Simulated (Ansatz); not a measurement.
TaP2:
```cif
data_P8Ta4
_chemical_formula_sum 'Ta4 P8'
_space_group_name_H-M_alt 'Cmc21'
_space_group_IT_number 36
_space_group_name_Hall 'C 2c -2'
_cell_length_a 3.33587
_cell_length_b 11.45047
_cell_length_c 5.04633
_cell_angle_alpha 90.000
_cell_angle_beta 90.000
_cell_angle_gamma 90.000
loop_
_atom_site_label
_atom_site_type_symbol
_atom_site_symmetry_multiplicity
_atom_site_Wyckoff_symbol
_atom_site_fract_x
_atom_site_fract_y
_atom_site_fract_z
_atom_site_occupancy
Ta1 Ta 4 a 0.00000 0.08994 0.50041 1
P1 P 4 a 0.00000 0.42712 0.37853 1
P2 P 4 a 0.00000 0.69971 0.19607 1
```
(The calculation used a cell of 6 atoms; values per cell refer to that cell.)

Relaxed with r²SCAN.

Problem. Which orbitals make up the states near the Fermi level in DFT-r²SCAN in the program Ansatz with PAW potentials?

Solution. Within 0.5 eV of the Fermi level: Ta 5d 66 %, P 3p 25 %, outside the projected shells 5 %. Projections are on Löwdin-orthogonalised atomic valence shells; empty p or d shells of many metals are not among them.

Problem. Tabulate the density of states.

Solution. States/eV per cell of 6 atoms, in 0.25 eV bins, energy from the Fermi level.

```tsv
E (eV)	total	P 3p	Ta 5d	P 3s
-7.85	0.00	0.00	0.00	0.00
-7.60	0.00	0.00	0.00	0.00
-7.35	0.09	0.06	0.01	0.00
-7.10	0.39	0.25	0.05	0.02
-6.85	0.93	0.64	0.12	0.05
-6.60	2.01	1.42	0.29	0.10
-6.35	3.12	2.18	0.53	0.15
-6.10	2.94	2.08	0.53	0.15
-5.85	2.65	1.84	0.49	0.17
-5.60	2.02	1.32	0.39	0.16
-5.35	2.54	1.65	0.54	0.18
-5.10	3.32	2.14	0.77	0.23
-4.85	3.50	2.21	0.83	0.26
-4.60	2.12	1.33	0.53	0.14
-4.35	2.03	1.27	0.52	0.12
-4.10	3.11	2.00	0.78	0.17
-3.85	3.28	2.07	0.90	0.16
-3.60	3.02	1.89	0.84	0.15
-3.35	4.30	2.71	1.23	0.18
-3.10	4.00	2.42	1.28	0.13
-2.85	5.70	3.36	1.98	0.15
-2.60	5.48	3.27	1.90	0.11
-2.35	5.09	3.01	1.79	0.10
-2.10	5.00	2.94	1.79	0.09
-1.85	3.68	2.10	1.37	0.07
-1.60	2.84	1.54	1.13	0.05
-1.35	2.56	1.37	1.03	0.05
-1.10	1.77	0.77	0.86	0.05
-0.85	2.36	0.81	1.35	0.05
-0.60	2.50	0.69	1.59	0.05
-0.35	2.80	0.75	1.82	0.06
-0.10	3.19	0.81	2.13	0.06
0.15	2.10	0.50	1.43	0.04
0.40	1.78	0.46	1.17	0.05
0.65	1.36	0.33	0.91	0.04
0.90	1.06	0.19	0.76	0.04
1.15	1.32	0.24	0.94	0.05
1.40	1.55	0.33	1.01	0.07
1.65	1.71	0.42	1.03	0.11
1.90	2.05	0.61	1.08	0.18
2.15	2.51	0.78	1.25	0.22
2.40	3.23	0.94	1.62	0.33
2.65	3.48	1.00	1.75	0.34
2.90	3.68	1.07	1.86	0.34
3.15	3.86	1.04	2.03	0.33
3.40	4.41	1.11	2.34	0.39
3.65	4.46	1.03	2.42	0.44
3.90	4.94	1.06	2.63	0.54
4.15	4.87	1.03	2.66	0.47
4.40	4.91	1.26	2.38	0.46
4.65	3.80	1.20	1.56	0.33
4.90	3.89	1.43	1.51	0.27
```

Space group Cmc2_1. The start of the workflow was typed in or built on a structure type; neither database checked (COD, Materials Project) lists it. Its standing as an ambient phase is unchecked. The r²SCAN relaxation kept the symmetry of its start; whether a distortion lowers the energy is not shown. No spin polarisation was allowed. Spin–orbit coupling is left out wherever it is not named.

Potentials: the earlier of the program's two PAW sets. The files were generated under PBE; for other functionals the program regenerates the frozen cores, and for LDA and PBEsol the local potential too.
